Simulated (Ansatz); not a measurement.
InMo3C:
```xyz
5
Lattice="4.1724 0.0000 0.0000 0.0000 4.1724 0.0000 0.0000 0.0000 4.1724" Properties=species:S:1:pos:R:3 pbc="T T T"
In     0.0000     0.0000     0.0000
Mo     0.0000     2.0862     2.0862
Mo     2.0862     0.0000     2.0862
Mo     2.0862     2.0862     0.0000
C      2.0862     2.0862     2.0862
```

Relaxed with PBEsol. Special points in fractions of this cell's reciprocal vectors: Γ (0.000, 0.000, 0.000); X (0.000, 0.500, 0.000); M (0.500, 0.500, 0.000); R (0.500, 0.500, 0.500).

### Question
List the band energies nearest the Fermi level at these points for PBEsol with spin–orbit coupling (plane waves, PAW; program Ansatz).

### Answer
In eV from the Fermi level; about four levels below and three above (degenerate sets whole), none deeper than 8.9 eV; points with the same levels are listed once.

```json
[
 {"k": "Γ", "below": "-2.12 -2.12 -2.12 -2.12 -1.95 -1.95", "above": "0.37 0.37 0.37 0.37"},
 {"k": "X", "below": "-0.77 -0.77 -0.30 -0.30", "above": "0.20 0.20 0.30 0.30"},
 {"k": "M", "below": "-1.19 -1.19 -1.16 -1.16", "above": "0.07 0.07 0.47 0.47"},
 {"k": "R", "below": "-1.04 -1.04 -1.04 -1.04", "above": "1.07 1.07 1.07 1.07"}
]
```

Space group Pm-3m (anti-perovskite). The start of the workflow was typed in or built on a structure type; neither database checked (COD, Materials Project) lists it. Whether it is the stable phase at ambient conditions was not checked. The PBEsol relaxation kept the symmetry of its start; whether a distortion lowers the energy is not shown. The run is not spin-polarised.

Potentials: the earlier of the program's two PAW sets. The files were generated under PBE; for other functionals the program regenerates the frozen cores, and for LDA and PBEsol the local potential too.
